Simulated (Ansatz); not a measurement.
# Relaxing a structure of ScAlCO

The start is a relaxed ScAlCO cell deformed by the Cartesian strain tensor (xx, yy, zz, yz, xz, xy) = (-0.090, 0.057, -0.143, -0.082, 0.057, -0.038). The cell and all atomic positions are relaxed at zero pressure with r2SCAN (plane waves to 500 eV, PAW, scalar-relativistic; Ansatz, a quantum-chemistry and plane-wave program). The first steps use a coarse 9×8×3 k-mesh.

Input geometry:
```
CELL_PARAMETERS angstrom
      2.95226    -0.12328     0.18654
     -1.58289     3.03138    -0.32366
      0.58521    -0.83456     8.72216
ATOMIC_POSITIONS crystal
  Sc 0.66667 0.33333 0.80382
  Sc 0.33333 0.66667 0.30382
  Al 0.00000 0.00000 0.52055
  Al 0.00000 0.00000 0.02055
  C  0.33333 0.66667 0.94192
  C  0.66667 0.33333 0.44192
  O  0.00000 0.00000 0.69703
  O  0.00000 0.00000 0.19703
```

Problem. How large is the pressure on the unrelaxed cell, and of which sign?

Solution. +73.4 GPa (positive: the cell is compressed).

Problem. Which atoms feel the largest initial force, and how large is it?

Solution. 5.53 eV/Å, on O7 (atoms numbered as listed).

Problem. By how much does the energy per atom fall from start to end?

Solution. 1.01 eV/atom.

Problem. How does the volume per atom move from start to end?

Solution. +22.9 %, from 9.44 to 11.60 Å³/atom.

Problem. Is the parent structure recovered?

Solution. It returns to the parent structure, P6₃mc (No. 186).

Problem. How do the shortest distances between atoms change?

Solution. The closest pairs of elements (up to four, under 3.6 Å), start → end: Al–O 1.55 → 1.80 Å; Al–C 1.84 → 2.04 Å; O–Sc 1.90 → 2.17 Å; C–Sc 2.00 → 2.34 Å.

Problem. Is the relaxed structure metallic? Give its gap.

Solution. 1.51 eV, indirect (valence top at Γ, conduction bottom at M) (no spin-orbit coupling).

Relaxed structure:

```cif
data_C2Al2O2Sc2
_chemical_formula_sum 'Sc2 Al2 C2 O2'
_space_group_name_H-M_alt 'P63mc'
_space_group_IT_number 186
_space_group_name_Hall 'P 6c -2c'
_cell_length_a 3.24421
_cell_length_b 3.24421
_cell_length_c 10.17762
_cell_angle_alpha 90.000
_cell_angle_beta 90.000
_cell_angle_gamma 120.000
loop_
_atom_site_label
_atom_site_type_symbol
_atom_site_symmetry_multiplicity
_atom_site_Wyckoff_symbol
_atom_site_fract_x
_atom_site_fract_y
_atom_site_fract_z
_atom_site_occupancy
Sc1 Sc 2 b 0.33333 0.66667 0.19619 1
Al1 Al 2 a 0.00000 0.00000 0.47945 1
C1 C 2 b 0.66667 0.33333 0.05808 1
O1 O 2 a 0.00000 0.00000 0.30297 1
```

Final values are on a 12×12×4 k-mesh of the relaxed cell. No spin polarisation in the result.

The cell that was disturbed is our relaxation of an entry of Materials Project.
